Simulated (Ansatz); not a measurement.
# Every step of a relaxation of InAs (zincblende type)

DFT, PBEsol, PAW with Ansatz's default frozen-core files, scalar-relativistic (Ansatz 0.2.0); a Γ-centred 11×11×11 k mesh, Fermi–Dirac smearing of 0.08 eV, no spin polarisation. The run relaxes cell and atoms at a target pressure of 0 GPa.

Command: `ansatz run input.yaml --threads 1 --pin off --max-ram 2048MiB --backend cpu --events-out ev --progress --plain --runs-dir out` It took 63 s on 1 thread of Intel(R) Xeon(R) Processor @ 2.50GHz (Skylake/Cascade Lake) (shared host), peak memory 0.42 GiB.

PAW: frozen-core files, cutoff 420 eV; forces are relaxed below 0.005 eV/Å.

Each step lists its free energy a cell above the last geometry, the pressure, the cell vectors (Å), and Cartesian positions (Å) with forces (eV/Å).

The first step:

```
step 1  dF = 36.36 meV  P = -2.98 GPa
  cell 0.0000 3.1072 3.1072  3.1072 0.0000 3.1072  3.1072 3.1072 0.0000
  In 0.0000 0.0000 0.0000   0.0000 0.0000 0.0000
  As 1.5536 1.5536 1.5536   0.0000 0.0000 0.0000
```

The PAW files were made under PBE.

The symmetry of the start is kept and no stability test is made, so the end need not be the stable phase.

Question: Where does the relaxation end, and by which steps?

Answer: After 4 geometries, with conventional a, b, c = 6.088, 6.088, 6.088 Å, at 28.199 Å³/atom (-6.00 % against the start) in space group F-43m, with a shortest distance of 2.636 Å. The further steps:
```
step 2  dF = 7.98 meV  P = 1.71 GPa
  cell 0.0000 3.0146 3.0146  3.0146 0.0000 3.0146  3.0146 3.0146 0.0000
  In 0.0000 0.0000 0.0000   0.0000 0.0000 0.0000
  As 1.5073 1.5073 1.5073   0.0000 0.0000 0.0000
step 3  dF = 0.15 meV  P = -0.19 GPa
  cell 0.0000 3.0471 3.0471  3.0471 0.0000 3.0471  3.0471 3.0471 0.0000
  In 0.0000 0.0000 0.0000   0.0000 0.0000 0.0000
  As 1.5235 1.5235 1.5235   0.0000 0.0000 0.0000
step 4  dF = 0.00 meV  P = -0.01 GPa
  cell 0.0000 3.0438 3.0438  3.0438 0.0000 3.0438  3.0438 3.0438 0.0000
  In 0.0000 0.0000 0.0000   0.0000 0.0000 0.0000
  As 1.5219 1.5219 1.5219   0.0000 0.0000 0.0000
step 5  dF = 0.61 meV  P = -0.01 GPa  (same geometry on a basis chosen anew; earlier energies don't compare to the last digit)
  cell 0.0000 3.0438 3.0438  3.0438 0.0000 3.0438  3.0438 3.0438 0.0000
  In 0.0000 0.0000 0.0000   0.0000 0.0000 0.0000
  As 1.5219 1.5219 1.5219   0.0000 0.0000 0.0000
```
